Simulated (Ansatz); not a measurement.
YSiO in space group P4/nmm (No. 129; Y on 2c, Si on 2a, O on 2c), DFT-PBE in the program Ansatz with PAW potentials, all energies at zero smearing, with the estimated change up to a 700 eV cutoff added, with one set of potentials and settings (totals compare only within such a set). Cell of 6 atoms (2 Y, 2 Si, 2 O): -10111.046 eV.

```
element                            reference phase  E (eV/atom)
-------  -----------------------------------------  -----------
Y                    P6_3/mmc, 2 atoms in the cell   -3848.6897
Si                      Fd-3m, 2 atoms in the cell    -635.8114
O        C2/m, 4 atoms in the cell, spin-polarised    -565.0042
```

Formation energy per atom, worked out: (-10111.046 − 2×(-3848.6897) − 2×(-635.8114) − 2×(-565.0042))/6 = -2.006 eV/atom (-194 kJ per mol of atoms), at 0 K, without zero-point energy or fitted corrections.

The start of the workflow was typed in or built on a structure type; neither database checked (COD, Materials Project) lists it. Whether it is the stable phase at ambient conditions was not checked. The PBE relaxation kept the symmetry of its start; whether a distortion lowers the energy is not shown. No spin polarisation was allowed. The references are the lowest solids computed at this level, not always the standard phases (solids in place of the gases).

Potentials: the earlier of the program's two PAW sets.
